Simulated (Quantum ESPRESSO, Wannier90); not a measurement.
Tight-binding from DFT: MgH4(ClO)2 (C2/m)

Structure: Materials Project mp-24336, symmetrised, not relaxed again. COD (Crystallography Open Database) has an entry of this formula and space group (matched by these alone). Level: PBEsol, no spin polarisation, no spin-orbit coupling; pw.x of Quantum ESPRESSO at 68 Ry with PseudoDojo potentials, 4×4×6 k-points, Wannier90. Density: 6×6×8 mesh, cold smearing 0.01 Ry. The cell is built of weakly bound layers, chains or molecules. Database cells relaxed without dispersion often hold them too far apart, which can enlarge gaps and weakens couplings between them; spacing and stacking were not compared with the measured crystal.

On the energy scale of pw.x, whose zero is arbitrary, the valence-band maximum lies at -0.06 eV.

Input w.win:

```
num_bands = 2
num_wann = 2
exclude_bands = 1-10,13-41
num_iter = 1000
conv_tol = 1.0e-6
conv_window = 4
write_hr = true
write_u_matrices = true
auto_projections = true
begin unit_cell_cart
ang
    4.0255700000   -4.2407700000    0.0000000000
    4.0255700000    4.2407700000    0.0000000000
   -0.9616660000    0.0000000000    3.5760000000
end unit_cell_cart
begin atoms_frac
Mg   0.0000000000  0.0000000000  0.0000000000
H   -0.4009600000  0.2200600000 -0.1488800000
H    0.4009600000 -0.2200600000  0.1488800000
H   -0.2200600000  0.4009600000  0.1488800000
H    0.2200600000 -0.4009600000 -0.1488800000
Cl  -0.2267600000 -0.2267600000  0.3825100000
Cl   0.2267600000  0.2267600000 -0.3825100000
O   -0.2411000000  0.2411000000  0.0000000000
O    0.2411000000 -0.2411000000  0.0000000000
end atoms_frac
mp_grid = 4 4 6
begin kpoints
0.0000000000 0.0000000000 0.0000000000
0.0000000000 0.0000000000 0.1666666667
0.0000000000 0.0000000000 0.3333333333
... (93 more lines: the 4x4x6 mesh through Gamma)
end kpoints
```

Input of pw2wannier90.x that gives the overlap and projection files (equivalent; here they were cut from one run over all bands):

```
&inputpp
  outdir = './out'
  prefix = 'pwscf'
  seedname = 'w'
  write_amn = .true.
  write_mmn = .true.
  scdm_proj = .true.
  scdm_entanglement = 'isolated'
/
```

Output w.wout (banner and timings cut):

```
                                    ------
                                    SYSTEM
                                    ------

                              Lattice Vectors (Ang)
                    a_1     4.025570  -4.240770   0.000000
                    a_2     4.025570   4.240770   0.000000
                    a_3    -0.961666   0.000000   3.576000

                   Unit Cell Volume:     122.09549  (Ang^3)

                        Reciprocal-Space Vectors (Ang^-1)
                    b_1     0.780409  -0.740807   0.209869
                    b_2     0.780409   0.740807   0.209869
                    b_3    -0.000000   0.000000   1.757043

 *----------------------------------------------------------------------------*
 |   Site       Fractional Coordinate          Cartesian Coordinate (Ang)     |
 +----------------------------------------------------------------------------+
 | mg   1   0.00000   0.00000   0.00000   |    0.00000   0.00000   0.00000    |
 | h    1  -0.40096   0.22006  -0.14888   |   -0.58505   2.63360  -0.53239    |
 | h    2   0.40096  -0.22006   0.14888   |    0.58505  -2.63360   0.53239    |
 | h    3  -0.22006   0.40096   0.14888   |    0.58505   2.63360   0.53239    |
 | h    4   0.22006  -0.40096  -0.14888   |   -0.58505  -2.63360  -0.53239    |
 | cl   1  -0.22676  -0.22676   0.38251   |   -2.19352   0.00000   1.36786    |
 | cl   2   0.22676   0.22676  -0.38251   |    2.19352   0.00000  -1.36786    |
 | o    1  -0.24110   0.24110   0.00000   |    0.00000   2.04490   0.00000    |
 | o    2   0.24110  -0.24110   0.00000   |    0.00000  -2.04490   0.00000    |
 *----------------------------------------------------------------------------*
                                ------------
                                K-POINT GRID
                                ------------

             Grid size =  4 x  4 x  6      Total points =   96

 *---------------------------------- MAIN ------------------------------------*
 |  Number of Wannier Functions               :                 2             |
 |  Number of Objective Wannier Functions     :                 2             |
 |  Number of input Bloch states              :                 2             |
 |  Output verbosity (1=low, 5=high)          :                 1             |
 |  Timing Level (1=low, 5=high)              :                 1             |
 |  Optimisation (0=memory, 3=speed)          :                 3             |
 |  Length Unit                               :               Ang             |
 |  Post-processing setup (write *.nnkp)      :                 F             |
 |  Using Gamma-only branch of algorithms     :                 F             |
 *----------------------------------------------------------------------------*
 *------------------------------- WANNIERISE ---------------------------------*
 |  Total number of iterations                :              1000             |
 |  Number of CG steps before reset           :                 5             |
 |  Trial step length for line search         :             2.000             |
 |  Convergence tolerence                     :         0.100E-05             |
 |  Convergence window                        :                 4             |
 |  Iterations between writing output         :                 1             |
 |  Iterations between backing up to disk     :               100             |
 |  Write r^2_nm to file                      :                 F             |
 |  Write xyz WF centres to file              :                 F             |
 |  Write on-site energies <0n|H|0n> to file  :                 F             |
 |  Use guiding centre to control phases      :                 F             |
 |  Use phases for initial projections        :                 F             |
 *----------------------------------------------------------------------------*
 *-------------------------------- PLOTTING ----------------------------------*
 |  Plotting Hamiltonian in WF basis          :                 T             |
 *----------------------------------------------------------------------------*

       ... (k-mesh section left out)

 Starting a new Wannier90 calculation ...

 Reading overlaps from w.mmn

 Reading projections from w.amn

 *------------------------------- WANNIERISE ---------------------------------*
 +--------------------------------------------------------------------+<-- CONV
 | Iter  Delta Spread     RMS Gradient      Spread (Ang^2)            |<-- CONV
 +--------------------------------------------------------------------+<-- CONV

 ------------------------------------------------------------------------------
 Initial State
  WF centre and spread    1  (  0.000000, -1.912207, -0.000000 )     1.64162418
  WF centre and spread    2  ( -0.000000,  1.912207,  0.000000 )     1.64162418
  Sum of centres and spreads (  0.000000,  0.000000,  0.000000 )     3.28324836

      0     0.328E+01     0.0000000000        3.2832483589  <-- CONV
        O_D=      0.0046009 O_OD=      0.0023995 O_TOT=      3.2832484 <-- SPRD
 ------------------------------------------------------------------------------
      1    -0.259E-02     0.0590775806        3.2806587757  <-- CONV
        O_D=      0.0020113 O_OD=      0.0023995 O_TOT=      3.2806588 <-- SPRD
      2    -0.637E-04     0.0118431673        3.2805950735  <-- CONV
        O_D=      0.0019476 O_OD=      0.0023995 O_TOT=      3.2805951 <-- SPRD
      3    -0.106E-04     0.0044379240        3.2805844873  <-- CONV
        O_D=      0.0019370 O_OD=      0.0023995 O_TOT=      3.2805845 <-- SPRD
      4    -0.281E-05     0.0022405086        3.2805816755  <-- CONV
        O_D=      0.0019342 O_OD=      0.0023995 O_TOT=      3.2805817 <-- SPRD
      5    -0.928E-06     0.0013483313        3.2805807472  <-- CONV
        O_D=      0.0019333 O_OD=      0.0023995 O_TOT=      3.2805807 <-- SPRD
      6    -0.492E-06     0.0009281070        3.2805802548  <-- CONV
        O_D=      0.0019328 O_OD=      0.0023995 O_TOT=      3.2805803 <-- SPRD
      7    -0.559E-07     0.0004426989        3.2805801989  <-- CONV
        O_D=      0.0019327 O_OD=      0.0023995 O_TOT=      3.2805802 <-- SPRD
      8    -0.879E-08     0.0001490150        3.2805801901  <-- CONV
        O_D=      0.0019327 O_OD=      0.0023995 O_TOT=      3.2805802 <-- SPRD
             <<<     Delta < 1.000E-06  over  4 iterations     >>>
             <<< Wannierisation convergence criteria satisfied >>>
 Final State
  WF centre and spread    1  (  0.000000, -1.912207, -0.000000 )     1.64029010
  WF centre and spread    2  ( -0.000000,  1.912207,  0.000000 )     1.64029009
  Sum of centres and spreads (  0.000000,  0.000000,  0.000000 )     3.28058019

         Spreads (Ang^2)       Omega I      =     3.276247954
        ================       Omega D      =     0.001932736
                               Omega OD     =     0.002399501
    Final Spread (Ang^2)       Omega Total  =     3.280580190
```
